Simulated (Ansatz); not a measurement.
MgO:
```
MgO
1.0
    1.48032     0.85466    19.74683
   -1.48032     0.85466    19.74683
    0.00000    -1.70933    19.74683
Mg O
8 8
Cartesian
  0.00000   0.00000  22.25283
  0.00000   0.00000  36.98766
  0.00000   0.00000  46.93638
  0.00000   0.00000  12.30411
  0.00000   0.00000  54.22821
  0.00000   0.00000   5.01228
  0.00000   0.00000  29.62024
  0.00000   0.00000   0.00000
  0.00000   0.00000   8.65810
  0.00000   0.00000  50.58238
  0.00000   0.00000  25.97442
  0.00000   0.00000  33.26607
  0.00000   0.00000  18.53498
  0.00000   0.00000  40.70551
  0.00000   0.00000  15.94642
  0.00000   0.00000  43.29406
```

Relaxed with r²SCAN. Independent-particle spectrum: no excitons, no local fields, no scissors shift; 0.1 eV broadening; ε₁ of the summed bands alone.

Task: Tabulate the dielectric function from the program Ansatz at the r²SCAN level (PAW).

Result: 

| E (eV) | ε₁ xx | ε₂ xx | ε₁ zz | ε₂ zz |
|---|---|---|---|---|
| 0.0 | 2.87 | 0.00 | 2.85 | 0.00 |
| 0.4 | 2.87 | 0.00 | 2.85 | 0.00 |
| 0.8 | 2.88 | 0.00 | 2.86 | 0.00 |
| 1.2 | 2.89 | 0.00 | 2.87 | 0.00 |
| 1.6 | 2.91 | 0.00 | 2.89 | 0.00 |
| 2.0 | 2.93 | 0.00 | 2.91 | 0.00 |
| 2.4 | 2.97 | 0.00 | 2.95 | 0.00 |
| 2.8 | 3.01 | 0.00 | 2.99 | 0.00 |
| 3.2 | 3.06 | 0.00 | 3.04 | 0.00 |
| 3.6 | 3.12 | 0.00 | 3.10 | 0.00 |
| 4.0 | 3.20 | 0.00 | 3.19 | 0.00 |
| 4.4 | 3.31 | 0.00 | 3.31 | 0.00 |
| 4.8 | 3.46 | 0.00 | 3.52 | 0.00 |
| 5.2 | 3.75 | 0.09 | 3.76 | 0.40 |
| 5.6 | 3.90 | 0.41 | 3.63 | 0.50 |
| 6.0 | 3.81 | 0.64 | 3.71 | 0.61 |
| 6.4 | 3.99 | 0.78 | 3.76 | 0.75 |
| 6.8 | 3.85 | 1.00 | 3.80 | 0.89 |
| 7.2 | 3.93 | 1.03 | 3.88 | 1.04 |
| 7.6 | 4.04 | 1.26 | 4.16 | 1.47 |
| 8.0 | 4.28 | 1.49 | 3.47 | 1.60 |
| 8.4 | 4.13 | 2.41 | 3.51 | 1.66 |
| 8.8 | 3.56 | 2.20 | 3.52 | 1.51 |
| 9.2 | 3.12 | 2.29 | 3.68 | 1.68 |
| 9.6 | 3.47 | 2.41 | 3.95 | 2.01 |
| 10.0 | 2.90 | 3.08 | 3.88 | 2.51 |
| 10.4 | 2.70 | 2.66 | 3.81 | 3.84 |
| 10.8 | 2.65 | 2.74 | 2.53 | 3.34 |
| 11.2 | 2.71 | 2.23 | 2.69 | 3.43 |
| 11.6 | 3.41 | 2.76 | 1.97 | 3.20 |
| 12.0 | 3.18 | 3.64 | 2.08 | 3.54 |

With all bands, ε∞ without local fields is 3.02 (xx = yy), 3.00 (zz).

Space group R-3m. The first step of the workflow began from a Materials Project structure, measured or hypothetical; the Crystallography Open Database copy checked does not list it. It is not the phase usual at ambient conditions (space group No. 225). The cell was relaxed with r²SCAN under the symmetry of its start; whether a distortion lowers the energy is not shown.

Potentials: the later of the program's two PAW sets.
